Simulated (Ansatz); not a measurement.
Relaxed-ion elastic tensor of Mg2NF in space group I4_1/amd (No. 141; Mg on 8e, N on 4a, F on 4b) in GPa (Voigt order), DFT-PBEsol in the program Ansatz with PAW potentials; density 3.08 g/cm³, 10.99 Å³ per atom.

```
      1     2     3     4     5    6
-  ----  ----  ----  ----  ----  ---
1   215   113  60.2   0.0   0.0  0.0
2   113   215  60.2   0.0   0.0  0.0
3  60.2  60.2   126   0.0   0.0  0.0
4   0.0   0.0   0.0  81.4   0.0  0.0
5   0.0   0.0   0.0   0.0  81.4  0.0
6   0.0   0.0   0.0   0.0   0.0  118
```

Problem. Is the crystal mechanically stable?

Solution. Yes: the smallest eigenvalue of C is 81.4 GPa.

Problem. Work out the Voigt, Reuss and Hill averages.

Solution. K_V = 114, K_R = 101, K_H = 107; G_V = 77.7, G_R = 68.9, G_H = 73.3 GPa.

Problem. Give Young's modulus, Poisson's ratio, Pugh's ratio and the universal anisotropy index.

Solution. E = 9KG/(3K + G) = 179 GPa; ν = 0.22; K/G = 1.46 (brittle by the Pugh limit of 1.75); A_U = 5G_V/G_R + K_V/K_R − 6 = 0.77.

Problem. Estimate the sound speeds and the Debye temperature.

Solution. v_l = √((K + 4G/3)/ρ) = 8150 m/s, v_t = √(G/ρ) = 4880 m/s, mean 5400 m/s; Θ = (h/k)(3n/4πV)^(1/3) v_m = 723 K.

Problem. How much does each axis shrink under pressure?

Solution. Linear compressibilities β_i = Σ_j S_ij (j = 1 to 3): x 1.9, y 1.9, z 6.1 per TPa.

The first step of the workflow began from a Materials Project structure, measured or hypothetical; the Crystallography Open Database files this formula in space group No. 141, but the cells were not matched. Its standing as an ambient phase is unchecked. The cell was relaxed with PBEsol under the symmetry of its start; whether a distortion lowers the energy is not shown.

Potentials: the later of the program's two PAW sets.
